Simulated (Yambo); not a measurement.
Absorption of NaCaIrH₆ (space group F-43m, No. 216) with and without the electron-hole interaction (Yambo, PBEsol bands; 8×8×8 mesh, 6 valence and 3 conduction bands, static screening with 55 bands and a 3 Ry block, scissor 1.60 eV, Tamm-Dancoff; field along x).

```csv
E (eV),"Im ε, BSE","Im ε, independent quasiparticles"
3.15,0.09,0.05
3.25,0.10,0.05
3.35,0.11,0.05
3.45,0.12,0.06
3.55,0.13,0.06
3.65,0.14,0.06
3.75,0.16,0.07
3.85,0.18,0.07
3.95,0.20,0.08
4.05,0.24,0.08
4.15,0.29,0.09
4.25,0.36,0.10
4.35,0.48,0.11
4.45,0.57,0.12
4.55,0.61,0.13
4.65,0.74,0.15
4.75,0.98,0.17
4.85,1.34,0.20
4.95,1.99,0.23
5.05,2.83,0.28
5.15,3.32,0.34
5.25,4.32,0.40
5.35,6.13,0.50
5.45,6.36,0.67
5.55,6.25,0.84
5.65,6.39,1.11
5.75,6.93,1.48
5.85,6.76,1.92
5.95,5.82,2.35
6.05,5.65,2.76
6.15,5.45,3.28
6.25,5.16,3.87
6.35,5.63,4.17
6.45,5.55,4.39
6.55,5.13,4.20
6.65,4.36,4.08
6.75,3.79,4.17
6.85,3.52,4.74
6.95,3.51,5.98
7.05,3.44,6.94
7.15,2.82,7.17
7.25,2.38,7.30
7.35,2.11,7.38
```

The scissor comes from a G0W0 run whose convergence isn't established. Broadening 0.15 eV. The band window holds all transitions up to 7.4 eV. Fine structure above the onset can come from the mesh.

Spin-orbit coupling is left out, which matters for elements this heavy: edges can move by tenths of an eV.

Geometry of the Materials Project entry, not relaxed at this level; primitive cell a = 5.110 Å, b = 5.110 Å, c = 5.110 Å, α = 60.00°, β = 60.00°, γ = 60.00°.

The structure is a Materials Project entry; no match was found in the copy of COD used, and its stability was not checked.
